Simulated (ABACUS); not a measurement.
**Small calculations from the output for ZnS (P6_3mc, 4 atoms in the cell; from Materials Project mp-560588, lattice scaled a little)**

```yaml
crystal:
  lattice:
    - [3.88610, 0.00000, 0.00000]
    - [-1.94305, 3.36546, 0.00000]
    - [0.00000, 0.00000, 6.36960]
  atoms:
    - { symbol: Zn, position: [0.33333, 0.66667, 0.00014] }
    - { symbol: Zn, position: [0.66667, 0.33333, 0.50014] }
    - { symbol: S, position: [0.33333, 0.66667, 0.37486] }
    - { symbol: S, position: [0.66667, 0.33333, 0.87486] }
```

Method: ABACUS with PBE, numerical atomic orbitals TZDP (confined pseudo-atomic orbitals with Gaussian additions; energy shift 0.003 Ry), PseudoDojo 0.5 standard norm-conserving PBE (tails mended) pseudopotentials.

Main settings: basis = TZDP numerical atomic orbitals, energy shift 0.003 Ry; KPT = Gamma 8 8 4 0 0 0; basis_type = lcao; dft_functional = PBE; ecutwfc = 100 Ry; smearing_method = fixed; potentials = PseudoDojo 0.5 standard norm-conserving PBE (tails mended); symmetry = 1.

The atom-centred basis is finite, which shifts total energies, pressures and gaps against plane waves. The structure comes from a collection of computed structures, made at another level of theory; the collection holds predicted forms beside known ones. Its lattice was then scaled.

The cell was also run at V = 82.472 Å³ (F = -11978.39885 eV, P = -0.65 GPa) and V = 84.138 Å³ (F = -11978.38527 eV, P = -1.90 GPa), scaled uniformly; the base has V = 83.305 Å³, P = -1.29 GPa and F₀ = -11978.39387 eV.

Task: Check the pressure against the energies, and estimate the bulk modulus and the volume of zero pressure.

Result: P = −dF/dV ≈ −(0.01358 eV)/(1.666 Å³) = -0.00815 eV/Å³; times 160.218 GPa per eV/Å³ this is -1.31 GPa, against -1.29 GPa from the stress tensor. B = −V dP/dV ≈ −83.305 × (-1.25 GPa)/(1.666 Å³) = 63 GPa at this volume. The curvature of the energies, B = V (F₊ + F₋ − 2F₀)/(ΔV/2)², gives 70 GPa. To first order the pressure vanishes at V0 ≈ V(1 + P/B) = 81.59 Å³, so all lengths change by about -0.69 %. Shape and fractional positions were held, which usually makes B too large where they are free.

The atomic orbitals were generated for these runs; they are not ABACUS's published sets and were checked against plane waves on a few crystals only.

“Tails mended”: in these copies of the files the far tail of each local potential was reset to the Coulomb form.
